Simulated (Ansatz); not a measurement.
Relaxed-ion elastic tensor of KBr (rock salt, space group No. 225) in GPa (Voigt order), LDA in the plane-wave PAW code Ansatz; density 3.06 g/cm³, 32.33 Å³ per atom.

```
50.3   5.3   5.3   0.0   0.0   0.0
 5.3  50.3   5.3   0.0   0.0   0.0
 5.3   5.3  50.3   0.0   0.0   0.0
 0.0   0.0   0.0   5.1   0.0   0.0
 0.0   0.0   0.0   0.0   5.1   0.0
 0.0   0.0   0.0   0.0   0.0   5.1
```

Q: Is the crystal mechanically stable?

A: Yes: the smallest eigenvalue of C is 5.1 GPa.

Q: Work out the Voigt, Reuss and Hill averages.

A: K_V = 20.3, K_R = 20.3, K_H = 20.3; G_V = 12.0, G_R = 7.3, G_H = 9.7 GPa.

Q: Give Young's modulus, Poisson's ratio, Pugh's ratio and the universal anisotropy index.

A: E = 9KG/(3K + G) = 25.1 GPa; ν = 0.29; K/G = 2.09 (ductile by the Pugh limit of 1.75); A_U = 5G_V/G_R + K_V/K_R − 6 = 3.20.

Q: Estimate the sound speeds and the Debye temperature.

A: v_l = √((K + 4G/3)/ρ) = 3300 m/s, v_t = √(G/ρ) = 1780 m/s, mean 1990 m/s; Θ = (h/k)(3n/4πV)^(1/3) v_m = 186 K.

Q: Give the Zener ratio and Young's modulus along [100], [110] and [111].

A: A = 2C44/(C11 − C12) = 0.23; 1/E = S11 − 2(S11 − S12 − S44/2)Γ with Γ = 0, 1/4, 1/3 gives 49.3, 17.1, 14.0 GPa.

Q: Solve the Christoffel equation for the three sound speeds along [100], [110], [111].

A: Eigenvalues of C_ijkl n_j n_l equal ρv². In km/s, slowest first: [100] 1.29, 1.29, 4.06; [110] 1.29, 2.71, 3.28; [111] 2.34, 2.34, 2.97.

Space group Fm-3m (rock salt). The LDA relaxation kept the symmetry of its start; phonons on a q-mesh show no instability.

Potentials: the later of the program's two PAW sets.
